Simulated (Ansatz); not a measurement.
Sr$_{2}$RuO$_{4}$:
```cif
data_O8Ru2Sr4
_chemical_formula_sum 'Sr4 Ru2 O8'
_space_group_name_H-M_alt 'I4/mmm'
_space_group_IT_number 139
_space_group_name_Hall '-I 4 2'
_cell_length_a 3.82994
_cell_length_b 3.82994
_cell_length_c 12.68387
_cell_angle_alpha 90.000
_cell_angle_beta 90.000
_cell_angle_gamma 90.000
loop_
_atom_site_label
_atom_site_type_symbol
_atom_site_symmetry_multiplicity
_atom_site_Wyckoff_symbol
_atom_site_fract_x
_atom_site_fract_y
_atom_site_fract_z
_atom_site_occupancy
Sr1 Sr 4 e 0.00000 0.00000 0.35259 1
Ru1 Ru 2 a 0.00000 0.00000 0.00000 1
O1 O 4 e 0.00000 0.00000 0.16269 1
O2 O 4 c 0.00000 0.50000 0.00000 1
```
(The calculation used a cell of 7 atoms; values per cell refer to that cell.)

Relaxed with PBEsol.

Question: Which orbitals make up the states near the Fermi level in DFT-PBEsol in the program Ansatz with PAW potentials?

Answer: Within 0.5 eV of the Fermi level: Ru 4d 59 %, O 2p 36 %. Projections are on Löwdin-orthogonalised atomic valence shells; empty p or d shells of many metals are not among them.

Question: Tabulate the density of states.

Answer: States/eV per cell of 7 atoms, in 0.25 eV bins, energy from the Fermi level.

```
E (eV)  total  O 2p  Ru 4d  Sr 5s
------  -----  ----  -----  -----
-7.85    0.95  0.61   0.27   0.00
-7.60    1.04  0.67   0.29   0.01
-7.35    1.61  1.00   0.48   0.02
-7.10    1.57  1.01   0.45   0.02
-6.85    1.56  1.01   0.43   0.02
-6.60    3.01  1.88   0.93   0.08
-6.35    4.16  2.56   1.35   0.08
-6.10    5.19  3.22   1.69   0.07
-5.85    3.57  2.40   0.97   0.04
-5.60    3.31  2.40   0.72   0.03
-5.35    2.90  1.99   0.71   0.04
-5.10    4.50  3.01   1.06   0.06
-4.85    7.16  5.22   1.23   0.06
-4.60    1.73  1.40   0.23   0.01
-4.35    1.45  1.16   0.20   0.02
-4.10    2.69  2.01   0.53   0.03
-3.85    4.17  3.14   0.82   0.03
-3.60    3.98  3.30   0.42   0.05
-3.35    4.20  3.62   0.17   0.16
-3.10    5.60  4.95   0.13   0.20
-2.85    7.14  6.47   0.16   0.10
-2.60    8.82  8.16   0.19   0.05
-2.35    9.38  8.69   0.22   0.13
-2.10    2.03  1.82   0.15   0.01
-1.85    0.34  0.17   0.16   0.00
-1.60    0.31  0.10   0.19   0.00
-1.35    0.37  0.13   0.23   0.00
-1.10    1.30  0.56   0.67   0.00
-0.85    4.89  2.14   2.53   0.04
-0.60    3.19  1.25   1.77   0.05
-0.35    2.58  0.93   1.51   0.05
-0.10    2.94  1.06   1.73   0.05
0.15     4.07  1.46   2.39   0.08
0.40     3.08  1.09   1.82   0.05
0.65     0.74  0.21   0.46   0.02
0.90     0.22  0.02   0.15   0.00
1.15     0.40  0.06   0.26   0.00
1.40     1.25  0.22   0.79   0.01
1.65     0.90  0.20   0.54   0.01
1.90     0.88  0.22   0.51   0.02
2.15     1.02  0.29   0.56   0.02
2.40     1.04  0.32   0.56   0.02
2.65     1.15  0.35   0.56   0.03
2.90     1.40  0.42   0.62   0.03
3.15     1.72  0.51   0.71   0.05
3.40     1.43  0.34   0.46   0.09
3.65     1.19  0.21   0.27   0.14
3.90     1.74  0.30   0.34   0.22
4.15     2.74  0.49   0.55   0.28
4.40     3.14  0.42   0.36   0.38
4.65     4.38  0.47   0.23   0.80
4.90     4.64  0.56   0.25   1.01
```

The workflow started from a Materials Project entry (that database holds measured and hypothetical structures alike); the Crystallography Open Database files this formula in space group No. 139, but the cells were not matched. Its standing as an ambient phase is unchecked. The PBEsol relaxation kept the symmetry of its start; of distortions, only those at the zone centre were tested. The workflow began spin-polarised and lost its moments. Spin–orbit coupling is left out wherever it is not named.

Potentials: the later of the program's two PAW sets.
